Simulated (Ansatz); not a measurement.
One crystal and one scan (energy over volume and axial ratio) at two levels, PBE (plane waves to 420 eV, PAW, scalar-relativistic; Ansatz, a first-principles code) and PBEsol (plane waves to 420 eV, PAW, scalar-relativistic; Ansatz), each from its own relaxed cell and on its own mesh.

The crystal is KTaO3 (cubic perovskite); volume and axial ratio are varied about the relaxed values (subscript 0).

E stands for the smeared free energy. KTaO3 is run without spin polarisation. KTaO3 was relaxed with its symmetry unable to fall. Spin-orbit coupling is left out, though Ta is heavy.

```
quantity                                                     run 1  run 2
-----------------------------------------------------------  -----  -----
Lattice constant a (Å)                                       3.985  4.024
Shear modulus C′ = (C11 − C12)/2 (fit, atoms clamped) (GPa)    188    170
```

Problem. Which run is which level?

Solution. Run 2 is PBE, run 1 is PBEsol. PBE gives the higher value for: lattice constant a. PBE gives the lower value for: shear modulus C′.

(A scan under strain: stresses follow from slopes of the energy per volume, elastic moduli from its curvatures.)
